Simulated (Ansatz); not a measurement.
An elastic tensor (GPa, Voigt order, standard axes) from DFT-r²SCAN in the program Ansatz with PAW potentials:

```
 166  20.6  48.2   0.0   0.0   0.0
20.6   166  48.2   0.0   0.0   0.0
48.2  48.2   137   0.0   0.0   0.0
 0.0   0.0   0.0  71.9   0.0   0.0
 0.0   0.0   0.0   0.0  71.9   0.0
 0.0   0.0   0.0   0.0   0.0  45.0
```

Question: Which of these materials gives this?
(A) AlGaN2, P-4m2 (Al on 1c, Ga on 1a, N on 2g)
(B) SiGe3, P-4m2 (Si on 1a, Ge on 2g, Ge on 1c)
(C) HfSiO4, I4_1/amd (Hf on 4a, Si on 4b, O on 16h)

Answer: B, SiGe3, P-4m2 (Si on 1a, Ge on 2g, Ge on 1c)

The start of the workflow was typed in or built on a structure type; neither database checked (COD, Materials Project) lists it. Its standing as an ambient phase is unchecked. The cell was relaxed with r²SCAN under the symmetry of its start; its stability against distortions is not shown here.

Potentials: the later of the program's two PAW sets.
